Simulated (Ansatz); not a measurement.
MgS: two-dimensional strain map

Theory: DFT PBEsol, scalar-relativistic, plane waves, PAW (Ansatz 0.2.0). Settings: plane waves to 420 eV, k-mesh 8×8×8 (Γ-centred), Gaussian smearing 0.05 eV. No spin polarisation. Energies are free energies at this smearing, counted from the undisturbed cell; pressure is positive in compression.

Reference structure (as given, not relaxed at this level; it stands at -0.9 GPa):

```xyz
2
Lattice="0.0000 2.6016 2.6016 2.6016 0.0000 2.6016 2.6016 2.6016 0.0000" Properties=species:S:1:pos:R:3 pbc="T T T"
Mg    0.0000    0.0000    0.0000
S     2.6016    2.6016    2.6016
```

The cell is strained by p along both x and y and by q along z, fractional coordinates fixed. Points are written (p, q).

Energy above the undisturbed cell in meV/atom (a dash: not computed):

```
 p \ q  -0.030  -0.015  0.000  0.015  0.030
-0.030    27.4    18.6   14.2   13.5   16.0
-0.015    10.8     4.1    1.7    3.0    7.3
 0.000     5.0     0.3    0.0    3.2    9.4
 0.015     8.2     5.7    7.4   12.6   20.7
 0.030    19.2    18.8   22.5   29.7   39.7
```

Pressure in GPa:

| p \ q | -0.030 | -0.015 | 0.000 | 0.015 | 0.030 |
| --- | --- | --- | --- | --- | --- |
| -0.030 | 7.3 | 5.7 | 4.4 | 3.2 | 2.2 |
| -0.015 | 4.2 | 2.8 | 1.5 | 0.4 | -0.6 |
| 0.000 | 1.6 | 0.3 | -0.9 | -2.0 | -2.9 |
| 0.015 | -0.5 | -1.9 | -3.0 | -4.0 | -4.8 |
| 0.030 | -2.4 | -3.6 | -4.7 | -5.6 | -6.4 |

Gap on the k-mesh in eV:

| p \ q | -0.030 | -0.015 | 0.000 | 0.015 | 0.030 |
| --- | --- | --- | --- | --- | --- |
| -0.030 | 2.88 | 2.78 | 2.69 | 2.61 | 2.54 |
| -0.015 | 2.74 | 2.79 | 2.69 | 2.61 | 2.53 |
| 0.000 | 2.62 | 2.66 | 2.70 | 2.61 | 2.52 |
| 0.015 | 2.51 | 2.54 | 2.57 | 2.61 | 2.52 |
| 0.030 | 2.41 | 2.43 | 2.46 | 2.49 | 2.52 |